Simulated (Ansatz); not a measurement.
Relaxation of a relaxed SiW2 cell, doubled along one cell vector, shaken by Gaussian noise of σ = 0.08 Å a coordinate; 12 atoms in the cell, which starts as P1 (No. 1), aP12; a = b = 3.667 Å, c = 13.463 Å, α = β = γ = 90.00°. These are r2SCAN (plane waves to 500 eV, PAW, scalar-relativistic; Ansatz, an electronic-structure program) values and carry that method's errors. Γ-centred k-mesh 6×6×2 on the run's cell (coarser than for final values), Fermi–Dirac smearing 0.05 eV. This is the first round of the run. 

The optimiser's lines from the output (shortened; P is positive under compression):

```
relax step   1: F+E_penalty+E_count = -85731.88461538 eV  Δ(F+E_penalty+E_count) = +0.000e0 eV  max|allowed force component| = 2.726e0 eV/Å  Δτ_max = 0.0000 Å  P = +3.513 GPa  Ω = 181.063 Å³  (10 SCF iters, dr2 threshold 1.00e-7 eV, accepted)
relax step   2: F+E_penalty+E_count = -85733.01682923 eV  Δ(F+E_penalty+E_count) = -1.132e0 eV  max|allowed force component| = 1.145e0 eV/Å  Δτ_max = 0.1947 Å  P = +2.434 GPa  Ω = 179.996 Å³  (11 SCF iters, dr2 threshold 1.20e-6 eV, accepted)
relax step   3: F+E_penalty+E_count = -85733.29458985 eV  Δ(F+E_penalty+E_count) = -2.778e-1 eV  max|allowed force component| = 3.303e-1 eV/Å  Δτ_max = 0.0746 Å  P = -0.739 GPa  Ω = 181.518 Å³  (10 SCF iters, dr2 threshold 1.20e-6 eV, accepted)
relax step   4: F+E_penalty+E_count = -85733.89741865 eV  Δ(F+E_penalty+E_count) = -6.028e-1 eV  max|allowed force component| = 1.259e0 eV/Å  Δτ_max = 0.0777 Å  P = -2.335 GPa  Ω = 181.646 Å³  (10 SCF iters, dr2 threshold 1.20e-6 eV, accepted)
relax step   5: F+E_penalty+E_count = -85734.48284089 eV  Δ(F+E_penalty+E_count) = -5.854e-1 eV  max|allowed force component| = 1.681e0 eV/Å  Δτ_max = 0.0374 Å  P = -1.100 GPa  Ω = 179.819 Å³  (9 SCF iters, dr2 threshold 1.20e-6 eV, accepted)
relax step   6: F+E_penalty+E_count = -85734.69143671 eV  Δ(F+E_penalty+E_count) = -2.086e-1 eV  max|allowed force component| = 6.893e-1 eV/Å  Δτ_max = 0.2000 Å  P = -1.842 GPa  Ω = 179.886 Å³  (10 SCF iters, dr2 threshold 1.20e-6 eV, accepted)
relax step   7: F+E_penalty+E_count = -85734.93766957 eV  Δ(F+E_penalty+E_count) = -2.462e-1 eV  max|allowed force component| = 1.617e-1 eV/Å  Δτ_max = 0.1574 Å  P = -0.646 GPa  Ω = 178.565 Å³  (9 SCF iters, dr2 threshold 1.20e-6 eV, accepted)
relax step   8: F+E_penalty+E_count = -85734.94223860 eV  Δ(F+E_penalty+E_count) = -4.569e-3 eV  max|allowed force component| = 2.970e-2 eV/Å  Δτ_max = 0.0110 Å  P = -0.301 GPa  Ω = 178.359 Å³  (5 SCF iters, dr2 threshold 1.20e-6 eV, accepted)
relax step   9: F+E_penalty+E_count = -85734.94260060 eV  Δ(F+E_penalty+E_count) = -3.620e-4 eV  max|allowed force component| = 5.480e-3 eV/Å  Δτ_max = 0.0015 Å  P = +0.052 GPa  Ω = 178.149 Å³  (4 SCF iters, dr2 threshold 4.63e-7 eV, accepted)
relax step  10: F+E_penalty+E_count = -85734.94259655 eV  Δ(F+E_penalty+E_count) = +4.052e-6 eV  max|allowed force component| = 1.448e-3 eV/Å  Δτ_max = 0.0004 Å  P = -0.005 GPa  Ω = 178.187 Å³  (6 SCF iters, dr2 threshold 1.01e-8 eV, accepted)
relax step  11: F+E_penalty+E_count = -85734.94645196 eV  Δ(F+E_penalty+E_count) = -3.855e-3 eV  max|allowed force component| = 1.130e-3 eV/Å  Δτ_max = 0.0000 Å  P = +0.003 GPa  Ω = 178.187 Å³  stress off target by 3.95e-2 GPa  SCF on the basis re-selected at this cell (its energy is not comparable with the rows above)  (8 SCF iters)
relax step  12: F+E_penalty+E_count = -85734.94645988 eV  Δ(F+E_penalty+E_count) = -7.917e-6 eV  max|allowed force component| = 6.081e-4 eV/Å  Δτ_max = 0.0001 Å  P = -0.001 GPa  Ω = 178.187 Å³  (5 SCF iters, dr2 threshold 3.91e-9 eV, accepted)
relax step  13: F+E_penalty+E_count = -85734.94645401 eV  Δ(F+E_penalty+E_count) = +5.865e-6 eV  max|allowed force component| = 6.112e-4 eV/Å  Δτ_max = 0.0000 Å  P = -0.001 GPa  Ω = 178.187 Å³  stress off target by 5.12e-3 GPa  SCF on the basis re-selected at this cell (its energy is not comparable with the rows above)  (5 SCF iters)
```

From the first to the last row the energy changes by -0.26 eV/atom and the volume by -1.6 %. The last row is marked as not comparable with the walk above it, whose basis was carried along; it does compare with step 1, since both stand on a basis selected at the nominal cutoff for their own cell.

Later rounds, restarted from the end of this one on a renewed k-mesh, logged 5 more steps and released under 0.01 eV/atom more. The final structure after all rounds: Pmmn, origin choice 1 (No. 59), oP6; a = 3.1548 Å, b = 4.2044 Å, c = 6.7149 Å, α = β = γ = 90.00°. Between re-selections the logged energies stand on a plane-wave basis carried along with the cell. No spin polarisation in the result.

The relaxed structure here is a generated cell of SiW2: the first start was made by placing the elements on the sites of a structure type, and the end was not matched to a known phase here, so it may be hypothetical.
